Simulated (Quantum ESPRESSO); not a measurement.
# MoW3Se7S: input and log of a self-consistent run

A calculation, not a measurement. The program is pw.x of Quantum ESPRESSO 7.5 (plane-wave density functional theory). The cell is made up: 12 atoms on a layered 2H lattice, with randomly drawn elements, strain and displacements, not relaxed. PseudoDojo standard norm-conserving files (v0.5 for PBE, v0.4.1 for LDA and PBEsol) set the functional; there is no spin polarisation, spin-orbit coupling or dispersion term, and the masses in the input are unused placeholders.

Input:

```
&control calculation='scf', pseudo_dir='./dojo.nc.sr.pbe.v0_5.standard.upf', outdir='./o', disk_io='low', tprnfor=.true., tstress=.true. /
&system ibrav=0, nat=12, ntyp=4, nbnd=93, ecutwfc=107.82251126, nosym=.true., tot_charge=0,
 occupations='smearing', smearing='fd', degauss=0.0018374661
/
&electrons conv_thr=7.350e-09, electron_maxstep=60, /
ATOMIC_SPECIES
Mo 1.0 Mo.upf
S 1.0 S.upf
Se 1.0 Se.upf
W 1.0 W.upf
CELL_PARAMETERS angstrom
3.3169 -0.0271 -0.0027
-0.047 5.5813 -0.0626
-0.0109 -0.1449 13.0281
ATOMIC_POSITIONS angstrom
Mo -0.0096 1.8719 3.1677
W 1.7 0.8023 9.7497
W 1.5318 4.4179 3.1523
W -0.1918 3.6446 9.8477
Se -0.1624 1.7921 8.0551
S -0.1008 1.66 11.3977
Se 1.6291 0.8687 1.6817
Se 1.5297 0.9356 4.7351
Se 1.4783 4.3547 8.2359
Se 1.674 4.5353 11.4048
Se -0.1058 3.7852 1.3841
Se -0.1041 3.6846 4.9008
K_POINTS automatic
9 6 4 1 1 1
```

The log is shortened where brackets say so; the opening notice, blank lines, dates and the lines on written files are dropped, and the path of the files is cut. It prints rydbergs, bohrs and kilobars, and counts compression as positive stress. With no partly filled state, the Fermi energy that it prints is only some level between the filled and the empty states on the mesh, and need not lie in the true gap.

```
     Program PWSCF v.7.5
     Parallel version (MPI & OpenMP), running on       4 processor cores
     Number of MPI processes:                 4
     Threads/MPI process:                     1
     [start-up lines left out]
     bravais-lattice index     =            0
     lattice parameter (alat)  =       6.2682  a.u.
     unit-cell volume          =    1627.2752 (a.u.)^3
     number of atoms/cell      =           12
     number of atomic types    =            4
     number of electrons       =       174.00
     number of Kohn-Sham states=           93
     kinetic-energy cutoff     =     107.8225  Ry
     charge density cutoff     =     431.2900  Ry
     scf convergence threshold =      7.3E-09
     mixing beta               =       0.7000
     number of iterations used =            8  plain     mixing
     Exchange-correlation= PBE
                           (   1   4   3   4   0   0   0)
     [axes and pseudopotential details left out]
   Cartesian axes
     site n.     atom                  positions (alat units)
         1        Mo     tau(   1) = (  -0.0028942   0.5643332   0.9549860  )
         2        W      tau(   2) = (   0.5125095   0.2418743   2.9393022  )
         3        W      tau(   3) = (   0.4618012   1.3318916   0.9503433  )
         4        W      tau(   4) = (  -0.0578231   1.0987600   2.9688468  )
         5        Se     tau(   5) = (  -0.0489597   0.5402754   2.4284207  )
         6        S      tau(   6) = (  -0.0303888   0.5004504   3.4361349  )
         7        Se     tau(   7) = (   0.4911348   0.2618923   0.5069925  )
         8        Se     tau(   8) = (   0.4611681   0.2820611   1.4275198  )
         9        Se     tau(   9) = (   0.4456722   1.3128383   2.4829276  )
        10        Se     tau(  10) = (   0.5046711   1.3672849   3.4382754  )
        11        Se     tau(  11) = (  -0.0318962   1.1411476   0.4172732  )
        12        Se     tau(  12) = (  -0.0313837   1.1108191   1.4774744  )
     number of k points=   108  Fermi-Dirac smearing, width (Ry)=  0.0018
     Number of k-points >= 100: set verbosity='high' to print them.
     Dense  grid:   246165 G-vectors     FFT dimensions: (  45,  72, 180)
     Estimated max dynamical RAM per process >       1.66 GB
     Estimated total dynamical RAM >       6.47 GB
     Initial potential from superposition of free atoms
     starting charge     173.9965, renormalised to     174.0000
     Starting wfcs are  107 randomized atomic wfcs
     total cpu time spent up to now is       46.9 secs
     per-process dynamical memory:  1505.3 Mb
     Self-consistent Calculation
     iteration #  1     ecut=   107.82 Ry     beta= 0.70
     Davidson diagonalization with overlap
     ethr =  1.00E-02,  avg # of iterations =  2.0
     Threshold (ethr) on eigenvalues was too large:
     Diagonalizing with lowered threshold
     Davidson diagonalization with overlap
     ethr =  2.87E-04,  avg # of iterations =  3.8
     total cpu time spent up to now is      274.6 secs
     total energy              =   -2315.11421160 Ry
     estimated scf accuracy    <       0.56630909 Ry
     iteration #  2     ecut=   107.82 Ry     beta= 0.70
     Davidson diagonalization with overlap
     ethr =  3.25E-04,  avg # of iterations = 10.2
     total cpu time spent up to now is      443.4 secs
     total energy              =   -2314.28235263 Ry
     estimated scf accuracy    <       9.11157283 Ry
     iteration #  3     ecut=   107.82 Ry     beta= 0.70
     Davidson diagonalization with overlap
     c_bands:  1 eigenvalues not converged
     ethr =  3.25E-04,  avg # of iterations = 13.1
     total cpu time spent up to now is      601.5 secs
     total energy              =   -2314.77345585 Ry
     estimated scf accuracy    <       7.01487131 Ry
     iteration #  4     ecut=   107.82 Ry     beta= 0.70
     Davidson diagonalization with overlap
     ethr =  3.25E-04,  avg # of iterations = 12.1
     total cpu time spent up to now is      745.9 secs
     total energy              =   -2315.31625147 Ry
     estimated scf accuracy    <       0.56989301 Ry
     iteration #  5     ecut=   107.82 Ry     beta= 0.70
     Davidson diagonalization with overlap
     ethr =  3.25E-04,  avg # of iterations =  2.2
     total cpu time spent up to now is      849.8 secs
     total energy              =   -2315.36134406 Ry
     estimated scf accuracy    <       0.09678158 Ry
     [iterations 6 to 17 left out]
     iteration # 18     ecut=   107.82 Ry     beta= 0.70
     Davidson diagonalization with overlap
     ethr =  3.61E-10,  avg # of iterations =  3.2
     total cpu time spent up to now is     2370.5 secs
     total energy              =   -2315.38049522 Ry
     estimated scf accuracy    <       0.00000007 Ry
     iteration # 19     ecut=   107.82 Ry     beta= 0.70
     Davidson diagonalization with overlap
     ethr =  3.82E-11,  avg # of iterations =  6.0
     total cpu time spent up to now is     2503.5 secs
     total energy              =   -2315.38049524 Ry
     estimated scf accuracy    <       0.00000015 Ry
     iteration # 20     ecut=   107.82 Ry     beta= 0.70
     Davidson diagonalization with overlap
     ethr =  3.82E-11,  avg # of iterations =  3.2
     total cpu time spent up to now is     2615.5 secs
     total energy              =   -2315.38049524 Ry
     estimated scf accuracy    <       0.00000005 Ry
     iteration # 21     ecut=   107.82 Ry     beta= 0.70
     Davidson diagonalization with overlap
     ethr =  2.65E-11,  avg # of iterations =  2.2
     total cpu time spent up to now is     2754.3 secs
     total energy              =   -2315.38049524 Ry
     estimated scf accuracy    <       0.00000002 Ry
     iteration # 22     ecut=   107.82 Ry     beta= 0.70
     Davidson diagonalization with overlap
     ethr =  1.02E-11,  avg # of iterations =  4.9
     total cpu time spent up to now is     2924.6 secs
     End of self-consistent calculation
     Number of k-points >= 100: set verbosity='high' to print the bands.
     the Fermi energy is    13.2689 ev
!    total energy              =   -2315.38049524 Ry
     estimated scf accuracy    <          2.6E-09 Ry
     smearing contrib. (-TS)   =      -0.00000000 Ry
     internal energy E=F+TS    =   -2315.38049524 Ry
     The total energy is F=E-TS. E is the sum of the following terms:
     one-electron contribution =   -1242.54228204 Ry
     hartree contribution      =     678.84462146 Ry
     xc contribution           =    -465.93414096 Ry
     ewald contribution        =   -1285.74869369 Ry
     convergence has been achieved in  22 iterations
     Forces acting on atoms (cartesian axes, Ry/au):
     atom    1 type  1   force =    -0.06704058    0.03230814   -0.00277332
     atom    2 type  4   force =    -0.11434565    0.01874487    0.05392714
     atom    3 type  4   force =     0.02485691    0.09879340    0.01266198
     atom    4 type  4   force =     0.11272077   -0.13454954   -0.00269230
     atom    5 type  3   force =     0.05334109   -0.01991867   -0.00146555
     atom    6 type  2   force =     0.03752783    0.03185009   -0.04755542
     atom    7 type  3   force =     0.00495943   -0.02446280   -0.08402063
     atom    8 type  3   force =     0.04770498   -0.04859623    0.06573876
     atom    9 type  3   force =     0.00222132    0.06475334   -0.10051914
     atom   10 type  3   force =    -0.09160211    0.03814543    0.09378347
     atom   11 type  3   force =    -0.00399369   -0.05387787    0.00355273
     atom   12 type  3   force =    -0.00635031   -0.00319016    0.00936229
     Total force =     0.351878     Total SCF correction =     0.000427
     Computing stress (Cartesian axis) and pressure
          total   stress  (Ry/bohr**3)                   (kbar)     P=       79.13
   0.00043479   0.00005245  -0.00011939           63.96        7.71      -17.56
   0.00005245   0.00048471   0.00010445            7.71       71.30       15.36
  -0.00011939   0.00010445   0.00069419          -17.56       15.36      102.12
     init_run     :     44.59s CPU     46.81s WALL (       1 calls)
     electrons    :   2810.41s CPU   2877.79s WALL (       1 calls)
     forces       :     29.17s CPU     29.36s WALL (       1 calls)
     stress       :     94.85s CPU     97.73s WALL (       1 calls)
     [timing details left out]
     PWSCF        :  49m39.69s CPU  50m56.90s WALL
     JOB DONE.
```

In other units: free energy -31502.356 eV for the cell, pressure 7.91 GPa, largest force component 3.459 eV/Å. This run is the check on a run of the same cell at a cutoff of 1170 eV and k mesh 7 x 4 x 2: rerunning at a cutoff of 1467 eV and k mesh 9 x 6 x 4 moved values by no more than 0.002 eV in energy, 0.03 GPa in stress and 0.026 eV/Å in force.